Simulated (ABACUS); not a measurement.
Set-up for a self-consistent single point of MgZn₃O₄ (Cm, 8 atoms in the cell; from Materials Project mp-1221958).

```
CELL_PARAMETERS angstrom
      5.89784    -1.62721     0.00000
      5.89784     1.62721     0.00000
     -2.67117     0.00000     4.93956
ATOMIC_POSITIONS crystal
  Mg 0.25130 0.25130 0.92000
  Zn 0.75060 0.75060 0.41570
  Zn 0.49930 0.49930 0.83020
  Zn 0.99980 0.99980 0.33510
  O  0.06140 0.06140 0.72890
  O  0.55850 0.55850 0.22510
  O  0.80870 0.80870 0.14000
  O  0.30840 0.30840 0.64290
```

All values come from this method and carry its errors: PBEsol-D3(BJ) with three-body term, PseudoDojo 0.4 standard norm-conserving PBEsol (tails mended) pseudopotentials (plane waves; ABACUS).

ABACUS settings:

| setting | value |
|---|---|
| KPT | Gamma 4 4 2 0 0 0 |
| basis_type | pw |
| dft_functional | PBESOL |
| ecutwfc | 84 Ry |
| smearing_method | fixed |
| vdw_method | d3_bj |
| vdw_abc | 1 |
| potentials | PseudoDojo 0.4 standard norm-conserving PBEsol (tails mended) |
| symmetry | 1 |
| ks_solver | dav_subspace |
| scf_nmax | 100 |
| scf_thr | 1.0e-09 Ry |
| mixing_type | pulay |

Results:

| Property | Result |
|---|---|
| Number of valence electrons | 94 |
| Number of bands | 57 |
| Number of k-points after the program's reduction | 14 |
| Number of plane waves (most at a k-point) | 8347 |
| Number of SCF iterations | 10 |
| FFT grid | 72 × 72 × 64 |
| Free energy E − TS | -20469.4875 eV |
| Top of the valence band (on the code's own zero) | 8.48 eV |
| Gap on the k-point mesh | 1.30 eV |
| Pressure | -3.19 GPa |
| Largest force (vector length) | 0.154 eV/Å |
| Dispersion energy | -1.348 eV |

Forces (eV/Å):
```csv
atom,Fx,Fy,Fz
Mg1,0.037,0.000,0.039
Zn2,0.024,0.000,-0.007
Zn3,-0.015,0.000,-0.016
Zn4,-0.031,0.000,-0.003
O5,-0.118,0.000,-0.076
O6,-0.002,0.000,-0.003
O7,0.012,0.000,0.154
O8,0.094,0.000,-0.088
```

Stress (GPa, positive for compression):
```
-3.18   0.00   0.05
 0.00  -3.10   0.00
 0.05   0.00  -3.31
```

Gaps are taken between levels on the mesh.

For comparison: a first run (DFT, PBEsol, plane waves, PseudoDojo 0.4 standard norm-conserving PBEsol (tails mended) pseudopotentials) was changed to give this one (vdw_method: default → d3_bj; vdw_abc: default → 1), and from it to this one the pressure goes from -1.06 to -3.19 GPa, the largest force stays at 0.154 eV/Å and the gap on the mesh stays at 1.301 eV.

The structure comes from a collection of computed structures, made at another level of theory; the collection holds predicted forms beside known ones.

Cost on one core: very roughly 2.4 core-minutes.

“Tails mended”: in these copies of the files the far tail of each local potential was reset to the Coulomb form.
